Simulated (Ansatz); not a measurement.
Relaxed-ion elastic tensor of Y (hcp (Mg type), P6_3/mmc) in GPa (Voigt order), DFT-r²SCAN in the program Ansatz with PAW potentials; density 4.37 g/cm³, 33.75 Å³ per atom.

```
81.3  29.2  17.0   0.0   0.0   0.0
29.2  81.3  17.0   0.0   0.0   0.0
17.0  17.0  82.0   0.0   0.0   0.0
 0.0   0.0   0.0  26.9   0.0   0.0
 0.0   0.0   0.0   0.0  26.9   0.0
 0.0   0.0   0.0   0.0   0.0  26.1
```

Problem. Is the crystal mechanically stable?

Solution. Yes: the smallest eigenvalue of C is 26.1 GPa.

Problem. Work out the Voigt, Reuss and Hill averages.

Solution. K_V = 41.2, K_R = 41.1, K_H = 41.1; G_V = 28.1, G_R = 27.7, G_H = 27.9 GPa.

Problem. Give Young's modulus, Poisson's ratio, Pugh's ratio and the universal anisotropy index.

Solution. E = 9KG/(3K + G) = 68.3 GPa; ν = 0.22; K/G = 1.47 (brittle by the Pugh limit of 1.75); A_U = 5G_V/G_R + K_V/K_R − 6 = 0.06.

Problem. Estimate the sound speeds and the Debye temperature.

Solution. v_l = √((K + 4G/3)/ρ) = 4230 m/s, v_t = √(G/ρ) = 2530 m/s, mean 2800 m/s; Θ = (h/k)(3n/4πV)^(1/3) v_m = 258 K.

Problem. How much does each axis shrink under pressure?

Solution. Linear compressibilities β_i = Σ_j S_ij (j = 1 to 3): x 7.7, y 7.7, z 9.0 per TPa.

The r²SCAN relaxation kept the symmetry of its start. Magnetic state: ferromagnetic, chosen from 5 collinear starts compared on coarse meshes (ties went to the first, and starts can fall back to one state), not a proven ground state. Other orbital occupations within this spin state were not tried. As this level gives no gap, shear constants depend on the k-mesh and smearing (Fermi–Dirac, 0.1 eV here).

Potentials: the earlier of the program's two PAW sets. The files were generated under PBE; for other functionals the program regenerates the frozen cores, and for LDA and PBEsol the local potential too.
